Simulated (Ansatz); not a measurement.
Starting cell, Al$_{2}$Au (fluorite type, space group Fm-3m):

```xyz
6
Lattice="0.0000 5.9566 5.9566 2.9783 2.9783 5.9566 2.9783 2.9783 0.0000" Properties=species:S:1:pos:R:3 pbc="T T T"
Al     1.4892     1.4892     1.4892
Al     1.4892     4.4675     4.4675
Al     4.4675     4.4675     4.4675
Al     4.4675     7.4458     7.4458
Au     0.0000     0.0000     0.0000
Au     2.9783     5.9566     2.9783
```

The atoms are displaced by Q × the pattern below (from a DFPT mode at X = (0.5, 0.5, 0.0), largest move 1; Q in Å), at fixed cell. It is one choice among 2 degenerate patterns. (q is in reciprocal vectors of the primitive cell; the cell shown is doubled to hold the pattern.)

| atom | x | y | z |
|---|---|---|---|
| Al1 | 0.000 | 1.000 | 0.000 |
| Al2 | 0.000 | -1.000 | 0.000 |
| Al3 | 0.000 | 1.000 | 0.000 |
| Al4 | 0.000 | -1.000 | 0.000 |
| Au5 | -0.128 | 0.000 | 0.000 |
| Au6 | 0.128 | 0.000 | 0.000 |

All values below come from LDA (plane waves to 420 eV, PAW, scalar-relativistic; Ansatz, a program for electronic structure). k mesh 14×14×14 (Γ-centred), Fermi-Dirac smearing 0.05 eV. With partly filled bands, energies and forces of such displacements shift with the k mesh and the smearing. Al2Au was relaxed with its symmetry unable to fall. Spin-orbit coupling is left out, though Au is heavy. 

```tsv
Q (Å)	−dE/dQ from forces (eV/Å)
-0.100	4.133
-0.083	3.400
-0.067	2.690
-0.050	2.000
-0.033	1.324
-0.017	0.660
0.000	0.000
0.017	-0.660
0.033	-1.324
0.050	-2.000
0.067	-2.690
0.083	-3.400
0.100	-4.133
```

Question: What harmonic wavenumber does the curvature at Q = 0 give?

Answer: 306 cm⁻¹. E″ = 39.51 eV/Å², M = Σ mᵢ|uᵢ|² = 114.4 u, ν̃ = 521.5·√(|E″|/M).

(A displaced cell: forces are minus the slopes of the energy, force constants its curvatures, and phonons follow from these.)
